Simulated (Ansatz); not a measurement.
# Sb: frozen-core PAW against all-electron methods

```
Sb
1.0
     3.16000   -0.03160   -0.03160
    -0.03160    3.16000   -0.03160
    -0.03160   -0.03160    3.16000
Sb
1
Cartesian
  0.0000 0.0000 0.0000
```

The cell comes from COD entry 9013008, which wasn't checked; take it as a given geometry. The listed cell was then made from it by scaling, straining or moving an atom.

No spin–orbit coupling, which matters for the heavy atoms here.

Levels of theory: DFT, PBEsol, PAW with Ansatz's default frozen-core files, scalar-relativistic (Ansatz 0.2.0); DFT, PBEsol, all-electron PAW with datasets made for the crystal, scalar-relativistic (Ansatz 0.2.0); DFT, PBEsol, all-electron LAPW, scalar-relativistic (Ansatz 0.2.0).

For PAW: a Γ-centred 13×13×13 k mesh, Fermi–Dirac smearing of 0.05 eV, cutoff 420 eV, no spin polarisation; the PAW files were made with PBE, and the program remakes their frozen cores for this functional. The crystal-made all-electron datasets (AE datasets) take a cutoff of 140 eV at this cell. LAPW targets a basis error of 1 meV/atom. The Ansatz runs share mesh, smearing and spin set-up. Plane-wave (PAW) pressures include the program's estimate of the Pulay term.

Stress and pressure are positive in compression.

The change that made this cell: equal xy, yz and zx engineering shear strains of -2 %.

Spin–orbit coupling is left out, which moves gradients at and beside heavy atoms by some per cent and at worst by a factor of two.

In a metal, gradients converge slowly with the k mesh: the values move by tens of per cent from one mesh to another, at times in sign, so only the comparison on one mesh counts.

```
                            quantity    PAW  AE datasets   LAPW
                      pressure (GPa)  -4.92        -4.91  -4.90
                     stress yz (GPa)   0.30         0.30   0.30
                     stress xz (GPa)   0.30         0.30   0.30
                     stress xy (GPa)   0.30         0.30   0.30
field gradient Vzz at Sb (10²¹ V/m²)  -1.50        -1.49      –
```

PAW's pressure differs from the LAPW value by about 0.01 GPa or less.
